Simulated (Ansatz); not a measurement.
The relaxed structure here is a generated cell of Al2Ru: the first start was made by placing the elements on the sites of a structure type, and the end was not matched to a known phase here, so it may be hypothetical.

A relaxed cell of Al2Ru (P6/mmm (No. 191)), relaxed on a k-mesh at least as fine as the one used below. Method: PBEsol (plane waves to 420 eV, PAW, scalar-relativistic; Ansatz, an electronic-structure program). Γ-centred k-mesh 9×9×6 on the run's cell (coarser than for final values), Fermi–Dirac smearing 0.05 eV.

```yaml
crystal:
  lattice:
    - [4.18501, 0.00000, 0.00000]
    - [-2.09251, 3.62433, 0.00000]
    - [0.00000, 0.00000, 5.51864]
  atoms:
    - { symbol: Ru, position: [0.00000, 0.00000, 0.25000] }
    - { symbol: Ru, position: [0.00000, 0.00000, 0.75000] }
    - { symbol: Al, position: [0.33333, 0.66667, 0.00000] }
    - { symbol: Al, position: [0.33333, 0.66667, 0.50000] }
    - { symbol: Al, position: [0.66667, 0.33333, 0.00000] }
    - { symbol: Al, position: [0.66667, 0.33333, 0.50000] }
```

The atoms are displaced by (Å):

```tsv
atom	ux	uy	uz
Ru1	0.132	-0.053	-0.101
Ru2	0.079	-0.069	0.010
Al3	-0.015	-0.013	-0.026
Al4	0.007	-0.077	0.087
Al5	-0.076	0.011	0.076
Al6	-0.059	0.109	0.038
```

Q: What forces (eV/Å) and pressure result?

A: 
```tsv
atom	Fx	Fy	Fz
Ru1	-0.27	0.30	1.36
Ru2	-0.67	0.21	-1.04
Al3	-0.33	0.20	0.29
Al4	-0.90	1.57	-0.47
Al5	1.07	-0.40	-0.07
Al6	1.11	-1.87	-0.06
```

Pressure +3.0 GPa.

Q: Estimate the energy cost of the displacement in the harmonic approximation and compare with the calculation.

A: For a harmonic well ΔE = −½ Σ F·u = 0.401 eV a cell, or 67 meV/atom. The calculated energy relative to the undisplaced cell is +0.07 eV/atom, so the harmonic estimate holds well.

The undisplaced cell is probably no minimum: from this displacement the run went on to I4/mmm (No. 139), 0.45 eV/atom below it.

No spin polarisation in the result.
